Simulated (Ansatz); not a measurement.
# K$_{2}$CrHF$_{6}$ single point

The input, for Ansatz 0.2.0 (plane waves, PAW):

```yaml
crystal:
  lattice:
    - [0.0, 4.01610687, 4.01610687]
    - [4.01610687, 0.0, 4.01610687]
    - [4.01610687, 4.01610687, 0.0]
  atoms:
    - { symbol: Cr, position: [0.0, 0.0, 0.0] }
    - { symbol: F, position: [0.7707, 0.2293, 0.2293] }
    - { symbol: F, position: [0.2293, 0.7707, 0.2293] }
    - { symbol: F, position: [0.2293, 0.7707, 0.7707] }
    - { symbol: F, position: [0.7707, 0.2293, 0.7707] }
    - { symbol: F, position: [0.2293, 0.2293, 0.7707] }
    - { symbol: F, position: [0.7707, 0.7707, 0.2293] }
    - { symbol: K, position: [0.25, 0.25, 0.25] }
    - { symbol: K, position: [0.75, 0.75, 0.75] }
    - { symbol: H, position: [0.5, 0.5, 0.5] }
  symmetry: { tolerance: 0.0003 }
kpoints:
  mp_grid: { grid: [7, 7, 7], shift: [0, 0, 0] }
  band_path:
    path:
      - [0.375, 0.375, 0.75]
      - [0.0, 0.0, 0.0]
      - [0.5, 0.5, 0.5]
      - [0.5, 0.25, 0.75]
      - [0.5, 0.0, 0.5]
    npoints: 13
magnetization:
  spin_polarized: false
scf:
  occupations: { method: fermi_dirac }
  lower_state_search: "off"
  max_iter: 200
hamiltonian:
  pseudopotentials: { kind: paw }
  xc: r2scan
basis:
  ecutwfc: 500
  fft_grid_basis: typed
output:
  forces: true
  stress: true
  eigenvalues: true
  bader: true
  populations: true
  elf: true
  write_potential: true
  volumetric_format: npy
  dos:
    e_range: [-12, 8]
    de: 0.05
    projected: { site_lists: { Cr: [Cr], F: [F], H: [H], K: [K] } }
checkpoint:
  read: saved_state
```

The saved state is an earlier solution for the same cell, perhaps on another mesh. 

Parts of the output:

```
Pseudopotentials: kind: paw
Pseudopotential: Cr, paw, valence charge 14, recommended cutoff 500 eV (meta_gga), Cr.paw.azcp
Pseudopotential: F, paw, valence charge 7, recommended cutoff 500 eV (meta_gga), F.paw.azcp
Pseudopotential: K, paw, valence charge 9, recommended cutoff 500 eV (meta_gga), K.paw.azcp
Pseudopotential: H, paw, valence charge 1, recommended cutoff 500 eV (meta_gga), H.paw.azcp
Functional definition: r2SCAN
  exchange = r2scan_x(k0 = k0, k1 = k1, a1 = a1)
  correlation = r2scan_c
Crystal: 10 atoms, lattice volume = 129.552 Å³
Basis set: ecut = 500 eV, 3287 PW (Γ), exchange–correlation on 180×180×180 points (64 copies of the dense FFT grid, shifted against one another)
Bands: 48, of which v1, the nominal top of the filled ones, is band 38 counted from 1 (37 counted from 0)
Symmetry: 48 space group operations
Space group: Fm-3m (ITA 225), of the structure as read, at distance tolerance 1.5e-3 Å
k-points: 20 of 343
Initial density: read from a saved state, or passed on in memory by an earlier SCF of this step, an earlier step, the calling program or the single point that the run made first
Functional: x = r2scan, c = r2scan; τ floored in thin density (d = 2e-4 eV/Å³)
SCF iter   1: F=-11347.1155 eV  Δρ=4.67e-3  dr2=4.41e-2  dr2_τ=2.55e-3
SCF iter   2: F=-11347.1501 eV  Δρ=1.35e-3  dr2=2.93e-3  dr2_τ=8.33e-5
SCF iter   3: F=-11347.1522 eV  Δρ=5.93e-4  dr2=5.74e-4  dr2_τ=1.60e-5
SCF iter   4: F=-11347.1524 eV  Δρ=4.73e-4  dr2=3.21e-4  dr2_τ=8.68e-6
SCF iter   5: F=-11347.1525 eV  Δρ=3.06e-4  dr2=1.47e-4  dr2_τ=2.76e-6
SCF iter   6: F=-11347.1526 eV  Δρ=9.25e-5  dr2=1.24e-5  dr2_τ=3.86e-7
SCF iter   7: F=-11347.1527 eV  Δρ=4.47e-5  dr2=4.27e-6  dr2_τ=7.70e-8
SCF iter   8: F=-11347.1527 eV  Δρ=4.55e-5  dr2=4.07e-6  dr2_τ=5.43e-8
SCF iter   9: F=-11347.1527 eV  Δρ=2.10e-6  dr2=5.37e-9  dr2_τ=5.15e-10
Free energy (F): -11347.1527 eV
Harris-Foulkes:  -11347.1527 eV  (|F-HF|=4.41e-9)
Internal energy: -11346.6767 eV  (E = F + TS)
E sigma→0 (E₀):  -11346.9147 eV
Entropy (-TS):   -0.4760 eV (-47.599 meV/atom)
Fermi energy:    5.3288 eV
--- Per-component energies (eV) ---
  E_band       = -809.6787
  E_kinetic    = 2106.7250
  E_local      = -7209.4016  (includes V_loc(G=0)·N_el)
  E_nonlocal   = 540.0690
  E_hartree    = 2825.5137
  E_xc         = -887.9304
  E_vxc        = -1279.3695  (∫ρ·V_xc dr)
  E_paw        = -3991.7643  (= ΣΔE_a)
  E_vpaw       = -705.2062  (= ΣTr[D̂ρ^β])
  E_aug_tail   = 0.0063  (compensation charges beyond the density's cutoff)
  E_vtau       = 86.4742  (kinetic-family band-sum trace: ∫τ·v_τ [+ j·A + Jᵃ·Aᵃ] dr)
  E_ewald      = -4729.0415
  E_core_change = -0.8530  (= ΣΔE_core)
  E_smearing   = -0.4760  (= −TS)
--- Stress (GPa, compression-positive) ---
        0.8255       0.0000       0.0000
        0.0000       0.8255       0.0000
        0.0000       0.0000       0.8255
  P = ⅓ Tr σ = 0.8255 GPa (8.255 kbar)
```

Origin: a known structure type with other elements, at an estimated volume, so it need not be a known compound. Caveats: no spin polarisation, so a magnetic state may lie lower.
